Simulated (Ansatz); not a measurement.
Yb:
```yaml
crystal:
  lattice:
    - [-1.99386, 1.99386, 1.99386]
    - [1.99386, -1.99386, 1.99386]
    - [1.99386, 1.99386, -1.99386]
  atoms:
    - { symbol: Yb, position: [0.00000, 0.00000, 0.00000] }
```

Relaxed with PBEsol. Special points in fractions of this cell's reciprocal vectors: Γ (0.000, 0.000, 0.000); H (0.500, -0.500, 0.500); N (0.000, 0.000, 0.500); P (0.250, 0.250, 0.250).

Task: List the band energies nearest the Fermi level at these points for DFT-PBEsol in the program Ansatz with PAW potentials.

Result: In eV from the Fermi level; about four levels below and three above (degenerate sets whole), none deeper than 8.9 eV; points with the same levels are listed once.

| k | below | above |
|---|---|---|
| Γ | -0.27 -0.27 -0.27 -0.24 | 3.09 3.09 3.09 |
| H | -0.38 -0.38 -0.38 -0.27 -0.27 -0.27 | 6.03 6.03 6.03 |
| N | -0.31 -0.31 -0.29 -0.26 | 1.03 1.28 5.01 |
| P | -0.35 -0.35 -0.35 -0.32 -0.32 -0.32 | 0.51 0.51 0.51 |

Space group Im-3m (bcc (W type)). The workflow started from a Materials Project entry (that database holds measured and hypothetical structures alike); the Crystallography Open Database copy checked does not list it. It is not the phase usual at ambient conditions (space group No. 225). Symmetry was held in the PBEsol relaxation; whether a distortion lowers the energy is not shown. No spin polarisation was allowed. The 4f shell is in the valence. No Hubbard U is applied. Spin–orbit coupling is left out wherever it is not named.

Potentials: the later of the program's two PAW sets.
